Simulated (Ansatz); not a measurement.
The relaxed structure here is a generated cell of MoRu: the first start was made by a random draw of sites in a space group, and the end was not matched to a known phase here, so it may be hypothetical.

A relaxed cell of MoRu (I4₁/amd (No. 141)), relaxed on a k-mesh at least as fine as the one used below. Level of theory: PBEsol (plane waves to 420 eV, PAW, scalar-relativistic; Ansatz, a program for electronic structure). Γ-centred k-mesh 7×7×9 on the run's cell (coarser than for final values), Fermi–Dirac smearing 0.05 eV.

```yaml
crystal:
  lattice:
    - [-2.53257, 2.53257, 4.75157]
    - [2.53257, -2.53257, 4.75157]
    - [2.53257, 2.53257, -4.75157]
  atoms:
    - { symbol: Mo, position: [0.87500, 0.62500, 0.75000] }
    - { symbol: Mo, position: [0.37500, 0.12500, 0.25000] }
    - { symbol: Mo, position: [0.87500, 0.12500, 0.75000] }
    - { symbol: Mo, position: [0.87500, 0.12500, 0.25000] }
    - { symbol: Ru, position: [0.10136, 0.60136, 0.50000] }
    - { symbol: Ru, position: [0.39864, 0.89864, 0.50000] }
    - { symbol: Ru, position: [0.64864, 0.64864, 0.00000] }
    - { symbol: Ru, position: [0.35136, 0.35136, 0.00000] }
```

The atoms are displaced by (Å):

| atom | ux | uy | uz |
|---|---|---|---|
| Mo1 | -0.023 | -0.125 | 0.052 |
| Mo2 | 0.017 | 0.008 | -0.139 |
| Mo3 | 0.013 | -0.159 | -0.040 |
| Mo4 | -0.110 | -0.122 | 0.024 |
| Ru5 | 0.126 | 0.105 | 0.067 |
| Ru6 | 0.025 | -0.056 | 0.090 |
| Ru7 | 0.021 | 0.049 | 0.017 |
| Ru8 | 0.032 | -0.066 | -0.026 |

What forces (eV/Å) and pressure result?


```tsv
atom	Fx	Fy	Fz
Mo1	-1.16	0.01	-0.61
Mo2	0.23	-2.96	2.34
Mo3	0.12	3.11	1.94
Mo4	1.72	-0.01	-0.40
Ru5	-0.50	-0.44	0.07
Ru6	-0.06	-0.10	-2.93
Ru7	-0.16	0.45	0.10
Ru8	-0.18	-0.06	-0.52
```

Pressure +4.3 GPa.

Estimate the energy cost of the displacement in the harmonic approximation and compare with the calculation.

For a harmonic well ΔE = −½ Σ F·u = 0.726 eV a cell, or 91 meV/atom. The calculated energy relative to the undisplaced cell is +0.08 eV/atom, so the harmonic estimate holds well.

The undisplaced cell is probably no minimum: from this displacement the run went on to Cm (No. 8), 0.42 eV/atom below it.

No spin polarisation in the result.
